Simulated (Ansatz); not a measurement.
**Na₂YMgC₆N₆: from a guess to a relaxed structure**

Method: DFT PBE, scalar-relativistic, plane waves, PAW (Ansatz 0.2.0). Cutoff 420 eV, Gaussian smearing, Γ-centred meshes. Cell and atoms relax first on a coarse mesh and then on a finer one. In between, the cell is made exact in the group found at 0.06 Å. In metals the finer mesh still leaves noise of several meV/atom or more. The steps can't lower the symmetry of their start. No spin polarisation in the relaxation; trial moments died out in a coarse test.

Recipe of this trial structure of Na₂YMgC₆N₆: cyanide-bridged rock-salt net of two metals, 2 guest cations a cell (Fm-3m, No. 225). The dimensions are guesses.

```cif
data_structure
_symmetry_space_group_name_H-M 'Fm-3m'
_symmetry_Int_Tables_number 225
_cell_length_a 10.7200
_cell_length_b 10.7200
_cell_length_c 10.7200
_cell_angle_alpha 90.000
_cell_angle_beta 90.000
_cell_angle_gamma 90.000
_cell_volume 1231.93
loop_
_atom_site_label
_atom_site_type_symbol
_atom_site_symmetry_multiplicity
_atom_site_Wyckoff_symbol
_atom_site_fract_x
_atom_site_fract_y
_atom_site_fract_z
_atom_site_occupancy
Na1 Na 8 c 0.25000 0.75000 0.75000 1
Y1 Y 4 b 0.50000 0.00000 0.00000 1
Mg1 Mg 4 a 0.00000 0.00000 0.00000 1
C1 C 24 e 0.18470 0.00000 0.00000 1
N1 N 24 e 0.29384 0.00000 0.00000 1
```

Energies over the elements count from the elements' standard structures at the same level (N₂ as a molecule), with no fitted energy shifts.

Task: Where does the relaxation end?

Result: The symmetry stays Fm-3m (No. 225). The volume per atom grows by 26.9 %, from 19.2 to 24.4 Å³. The shortest distance goes from 1.17 Å (C–N) to 1.18 Å (C–N). The energy falls by about 0.17 eV/atom (the start's value is from the coarse mesh). Conventional cell: a = 11.605 Å. Na has 12 N at 4.14 Å and 12 C at 4.15 Å (long against covalent radii, as for large ions); Y is surrounded by 6 N at 2.35 Å; Mg has 6 C at 2.27 Å; around C lie 1 N at 1.18 Å, 1 Mg at 2.27 Å, 4 C at 3.22 Å, 1 Y at 3.53 Å, 4 N at 4.13 Å, 4 Na at 4.15 Å and 4 N at 4.24 Å; around N lie 1 C at 1.18 Å, 1 Y at 2.35 Å, 4 N at 3.33 Å, 1 Mg at 3.45 Å, 4 C at 4.13 Å, 4 Na at 4.14 Å and 4 C at 4.24 Å.

```
Na Y Mg C N
1.0
     0.00000    5.80257    5.80257
     5.80257    0.00000    5.80257
     5.80257    5.80257    0.00000
Na Y Mg C N
2 1 1 6 6
Direct
  0.25000 0.25000 0.25000
  0.75000 0.75000 0.75000
  0.50000 0.50000 0.50000
  0.00000 0.00000 0.00000
  0.80409 0.19591 0.19591
  0.19591 0.80409 0.19591
  0.19591 0.19591 0.80409
  0.19591 0.80409 0.80409
  0.80409 0.19591 0.80409
  0.80409 0.80409 0.19591
  0.70275 0.29725 0.29725
  0.29725 0.70275 0.29725
  0.29725 0.29725 0.70275
  0.29725 0.70275 0.70275
  0.70275 0.29725 0.70275
  0.70275 0.70275 0.29725
```

Task: Give its energy and gap.

Result: The energy over the elements is −0.04 eV/atom and the gap on the 6×6×6 mesh of the 16-atom cell is 0 eV (a metal).

Whether it is stable depends on the other phases of the system, which aren't compared here.

The last run used Gaussian smearing of 0.10 eV. The k mesh leaves some 4 meV/atom of noise in the energy of each metallic cell. The reference form of C is held partly by dispersion forces, which this level lacks. Symmetry constrained the relaxation, so the result can be a saddle point.
